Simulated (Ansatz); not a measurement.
## Calculated field gradients at the nuclei for KAsH2O4

The cell is a computed structure from the Materials Project (it need not be an observed phase), taken as it stands.

Space group I-42d (No. 122); a = 7.6821, c = 7.3422 Å.

| site | Wyckoff | site symmetry | x | y | z |
| --- | --- | --- | --- | --- | --- |
| K | 4b | -4.. | 0.0000 | 0.0000 | 0.5000 |
| H | 8d | .2. | 0.2500 | 0.3439 | 0.3750 |
| As | 4a | -4.. | 0.0000 | 0.0000 | 0.0000 |
| O | 16e | 1 | 0.4079 | 0.3409 | 0.3648 |

One atom of each set is listed; the run and its k-mesh use a cell of 16 atoms with edges of 6.56, 6.56, 6.56 Å.

Computed with Ansatz: DFT, PBE, plane waves and PAW, scalar-relativistic, 420 eV cutoff, Γ-centred 5×5×5 k-points, Fermi–Dirac smearing 0.02 eV.

C_Q = eQV_zz/h, which is 24.18 MHz for Q = 1 b and V_zz = 10²¹ V/m²; η = (V_xx − V_yy)/V_zz.

³⁹K: I = 3/2, Q = 60.30 mb; ²H: I = 1, Q = 2.858 mb; ⁷⁵As: I = 3/2, Q = 311.0 mb; O-17: I = 5/2, Q = -25.58 mb. Quadrupole moments are those of Pyykkö's year-2017 table.

Q: What field gradients does the calculation give at each kind of site?

A: 

```json
{"site": "K", "atoms": "2", "first shell": "8 O at 2.84–3.03 Å", "V_zz (10²¹ V/m²)": "-0.41", "η": "0.00", "C_Q (MHz)": "-0.595"}
{"site": "H", "atoms": "4", "first shell": "2 O at 1.22 Å, angle 178°", "V_zz (10²¹ V/m²)": "0.46", "η": "0.18", "C_Q (MHz)": "0.032"}
{"site": "As", "atoms": "2", "first shell": "4 O at 1.73 Å", "V_zz (10²¹ V/m²)": "0.86", "η": "0.00", "C_Q (MHz)": "6.45"}
{"site": "O", "atoms": "8", "first shell": "1 H at 1.22 Å, 1 As at 1.73 Å, angle 111°; also 2 K at 2.84–3.03 Å", "V_zz (10²¹ V/m²)": "13.12", "η": "0.50", "C_Q (MHz)": "-8.12"}
```

An axis of threefold or higher order runs through K and As, so V_zz lies along it and η is zero. At H V_zz points along the line of its two bonds (within 1°). At O V_zz points along the longer of its two bonds, to As (within 9°).

The largest force is 0.3 eV/Å, so the atoms aren't at the calculated equilibrium and relaxing them would move these values.
